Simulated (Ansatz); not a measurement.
A 14-atom cell of Si3Ge3N8 built on β-Si3N4 (relaxed group Pm) at its r2SCAN geometry, run in Ansatz 0.2.0 at 3 levels of theory. (Calculated; non-magnetic; the phase may be known or hypothetical.)

The PBE+SOC input:
```yaml
crystal:
  lattice:
    - [7.8362913329, 0.0, 0.0149369467]
    - [0.0, 2.9924982283, 0.0]
    - [-3.9052126996, 0.0, 6.7621360197]
  atoms:
    - { symbol: Si, position: [0.5975010273, 0.5, 0.8272744092] }
    - { symbol: Si, position: [0.8223857321, 0.0, 0.229159131] }
    - { symbol: Si, position: [0.7649040643, 0.0, 0.5943629189] }
    - { symbol: Ge, position: [0.2280508876, 0.5, 0.4044053906] }
    - { symbol: Ge, position: [0.1698646462, 0.5, 0.7652074537] }
    - { symbol: Ge, position: [0.4135750692, 0.0, 0.1759838688] }
    - { symbol: "N", position: [0.3430117398, 0.5, 0.6730826269] }
    - { symbol: "N", position: [0.6785707843, 0.0, 0.3417842442] }
    - { symbol: "N", position: [0.6976291967, 0.5, 0.668360985] }
    - { symbol: "N", position: [0.6722934286, 0.0, 0.9692930239] }
    - { symbol: "N", position: [0.0183161112, 0.0, 0.6992434512] }
    - { symbol: "N", position: [0.9576315409, 0.5, 0.295385144] }
    - { symbol: "N", position: [0.2982476888, 0.0, 0.3272633251] }
    - { symbol: "N", position: [0.3380180831, 0.5, 0.0291940275] }
kpoints:
  mp_grid: { grid: [4, 8, 4] }
  band_path:
    path:
      - [0.0, 0.0, 0.0]
      - [0.0, 0.5, 0.0]
      - [0.5, 0.5, 0.0]
      - [0.5, 0.0, 0.0]
      - [0.0, 0.0, 0.5]
      - [0.0, 0.5, 0.5]
      - [-0.5, 0.5, 0.5]
      - [-0.5, 0.0, 0.5]
      - [0.0, 0.151042, 0.0]
    npoints: 1
hamiltonian:
  xc: pbe
scf:
  occupations: { method: fixed }
  n_extra_bands: 14
magnetization:
  noncollinear: true
  spin_orbit: true
output:
  forces: true
  stress: true
  eigenvalues: true
  write_density: true
  write_potential: true
  elf: true
  volumetric_format: npy
```

Main results, then, where recorded, the levels near the gap in eV from the Fermi energy (columns number the bands from 0), one row a point of the path (Γ, Z, D, B, A, E, C₂, Y₂, Γ–Z (0.30)):
```
Crystal: 14 atoms, lattice volume = 158.747 Å³
Symmetry: 2 space group operations + 2 with time reversal
Magnetic group: BNS 6.19 (UNI 26)
```
```
Basis set: ecut = 420 eV, 3033 PW (Γ)
k-points: 50 of 128 (time reversal used)
SCF converged after 11 iterations
Free energy (F): -17871.698040 eV
Fermi energy:    8.639692 eV
--- Forces (eV/Å), atoms counted from 1 ---
  atom   1  Si    -0.01262      0.00000      0.05979
  atom   2  Si      0.03104      0.00000      0.00793
  atom   3  Si    -0.09003      0.00000      0.00826
  atom   4  Ge    -0.00283      0.00000    -0.01414
  atom   5  Ge    -0.03925      0.00000    -0.08337
  atom   6  Ge      0.02852      0.00000    -0.01781
  atom   7  N       0.10838      0.00000      0.08671
  atom   8  N       0.10350      0.00000      0.08242
  atom   9  N     -0.01398      0.00000      0.01690
  atom  10  N       0.01963      0.00000      0.01839
  atom  11  N     -0.14945      0.00000    -0.05321
  atom  12  N     -0.07280      0.00000    -0.02767
  atom  13  N       0.04866      0.00000    -0.02238
  atom  14  N       0.04123      0.00000    -0.06180
--- Stress (GPa, compression-positive) ---
        5.940375       0.000000       0.028805
        0.000000       6.336642       0.000000
        0.028806       0.000000       5.920132
  P = ⅓ Tr σ = 6.0657 GPa (60.657 kbar)
```

PBE+SOC gives an indirect gap of 3.38 eV, from Γ–Z (0.30 of the way from Γ) to Γ; the least direct gap is 3.44 eV at Γ.

Question: In the first input these blocks are replaced (the band path and keys that only write files left aside):
```yaml
hamiltonian:
  xc: r2scan
scf:
  occupations: { method: fixed }
  n_extra_bands: 7
```
(magnetization left out)
What comes out?

Answer:
```
Basis set: ecut = 500 eV, 4013 PW (Γ)
k-points: 50 of 128 (time reversal used)
SCF converged after 8 iterations
Free energy (F): -17914.120137 eV
Fermi energy:    8.356799 eV
--- Forces (eV/Å), atoms counted from 1 ---
  atom   1  Si      0.00025      0.00000    -0.00270
  atom   2  Si      0.00057      0.00000      0.00089
  atom   3  Si    -0.00309      0.00000      0.00121
  atom   4  Ge      0.00334      0.00000      0.00114
  atom   5  Ge      0.00096      0.00000    -0.00176
  atom   6  Ge    -0.00222      0.00000      0.00359
  atom   7  N       0.00008      0.00000      0.00171
  atom   8  N       0.00061      0.00000    -0.00086
  atom   9  N       0.00210      0.00000      0.00044
  atom  10  N     -0.00094      0.00000      0.00017
  atom  11  N     -0.00031      0.00000    -0.00133
  atom  12  N     -0.00166      0.00000    -0.00168
  atom  13  N     -0.00004      0.00000    -0.00051
  atom  14  N       0.00030      0.00000    -0.00034
--- Stress (GPa, compression-positive) ---
       -0.001126       0.000000      -0.000949
        0.000000       0.002311       0.000000
       -0.000927       0.000000       0.003030
  P = ⅓ Tr σ = 0.0014 GPa (0.014 kbar)
```
```tsv
band_44	band_45	band_46	band_47	band_48	band_49
-0.410	-0.344	-0.055	3.901	4.660	4.825
-1.326	-1.205	-1.167	4.987	5.090	5.192
-1.229	-0.943	-0.925	4.966	5.032	5.748
-0.527	-0.232	-0.092	4.446	4.980	5.178
-0.648	-0.231	-0.089	4.548	4.996	5.049
-1.190	-1.015	-0.893	4.839	5.116	5.945
-1.222	-0.976	-0.876	4.771	5.177	5.845
-0.614	-0.258	-0.071	4.499	4.901	5.070
-0.880	-0.821	0.004	4.808	5.603	5.960
```
The r2SCAN gap is indirect, 3.90 eV (Γ–Z (0.30 of the way from Γ) to Γ), below the direct gap of 3.96 eV at Γ. The mean stress is close to zero (0.00 GPa).

Question: In the first input these blocks are replaced (the band path and keys that only write files left aside):
```yaml
kpoints:
  mp_grid: { grid: [2, 6, 2] }
hamiltonian:
  xc: hse06
scf:
  occupations: { method: fixed }
  n_extra_bands: 7
```
(magnetization left out)
What comes out?

Answer:
```
Basis set: ecut = 420 eV, 3033 PW (Γ)
k-points: 16 of 24
Exchange kernel: α = 0.2500, screened, ω = 0.2079 Å⁻¹, Wigner–Seitz truncation, v(0) = 1032.5185 eV·Å³, q-mesh 2×6×2
hybrid outer 1: dexx = +4.210e-2 eV, tail = 1.40e-4 eV
hybrid outer 2: dexx = +1.011e-6 eV, tail = 3.96e-8 eV, Δε = 1.91e-3 eV, ΔF = 3.76e-3 eV/Å
hybrid SCF converged: 2 outer / 14 inner (+3 warm-up)
Free energy (F): -17875.705595 eV
Fermi energy:    7.703832 eV
--- Forces (eV/Å), atoms counted from 1 ---
  atom   1  Si    -0.02419      0.00000    -0.00929
  atom   2  Si    -0.03604      0.00000      0.01917
  atom   3  Si      0.00804      0.00000    -0.00949
  atom   4  Ge      0.03602      0.00000      0.01742
  atom   5  Ge    -0.01597      0.00000    -0.00700
  atom   6  Ge      0.02386      0.00000    -0.00270
  atom   7  N     -0.02904      0.00000    -0.02578
  atom   8  N     -0.02426      0.00000    -0.02208
  atom   9  N       0.01638      0.00000      0.00269
  atom  10  N       0.01048      0.00000    -0.01327
  atom  11  N       0.05927      0.00000      0.02331
  atom  12  N       0.02706      0.00000    -0.00984
  atom  13  N     -0.03561      0.00000      0.00816
  atom  14  N     -0.01603      0.00000      0.02866
--- Stress (GPa, compression-positive) ---
       -0.691951       0.000000      -0.023359
        0.000000      -0.595820       0.000000
       -0.023358       0.000000      -0.630666
  P = ⅓ Tr σ = -0.6395 GPa (-6.395 kbar)
```
```tsv
band_44	band_45	band_46	band_47	band_48	band_49
-0.433	-0.348	-0.062	4.917	5.518	5.772
-1.410	-1.283	-1.213	5.846	5.935	6.071
-1.283	-0.971	-0.969	5.839	5.956	6.716
-0.532	-0.234	-0.100	5.410	5.828	6.136
-0.659	-0.232	-0.098	5.489	5.899	6.005
-1.252	-1.048	-0.933	5.765	5.981	6.823
-1.277	-1.026	-0.905	5.702	6.032	6.764
-0.622	-0.263	-0.078	5.437	5.804	6.017
-0.887	-0.824	0.002	5.834	6.600	6.901
```
With HSE06 the valence top lies at Γ–Z (0.30 of the way from Γ) and the conduction bottom at Γ, 4.91 eV higher; the smallest vertical gap, at Γ, is 4.98 eV. The mean pressure at these positions is -0.6 GPa, compression counted positive. The stress of a hybrid is loosely converged here.

The hybrids run on coarser meshes, which limits their stresses and small splittings of levels.

Totals of different functionals, or with and without spin-orbit coupling, can't be compared.

Only the levels marked +SOC include spin-orbit coupling.

The meshes of the hybrids are coarse, so their gaps aren't converged to the digits shown.
